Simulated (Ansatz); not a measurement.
**Ba (bcc)**

The computed numbers are results of LDA, scalar-relativistic (no spin polarisation) in the plane-wave PAW code Ansatz at 420 eV, 12×12×12 k-mesh, Gaussian smearing of 0.05 eV. The datasets are Ansatz's generated set soft_2.

```
CELL_PARAMETERS angstrom
-2.37586 2.37586 2.37586
2.37586 -2.37586 2.37586
2.37586 2.37586 -2.37586
ATOMIC_POSITIONS crystal
Ba 0.00000 0.00000 0.00000
```

Path: Γ–H–N–Γ–P–H | P–N, with Γ = (0.000, 0.000, 0.000), H = (0.500, -0.500, 0.500), N = (0.000, 0.000, 0.500), P = (0.250, 0.250, 0.250) in reciprocal vectors of the calculation's cell.

Is it a metal or an insulator, and if it has a gap, where are the band edges on this path?

A metal: bands cross the Fermi level.

Levels between -5 and 2 eV from the Fermi level at the path's named points:
```tsv
point	below E_F (eV)	above E_F (eV)
Γ	-2.81	1.96 1.96 1.96
H	-0.76 -0.76	
N	-1.01	0.62 1.85
P		0.70 0.70 0.70
```

For elements this heavy, spin–orbit coupling would shift levels and gaps; it isn't included here. The relaxed cell is 14 % smaller in volume than the cell of this structure in the Crystallography Open Database (62.50 Å³/atom, 1963).
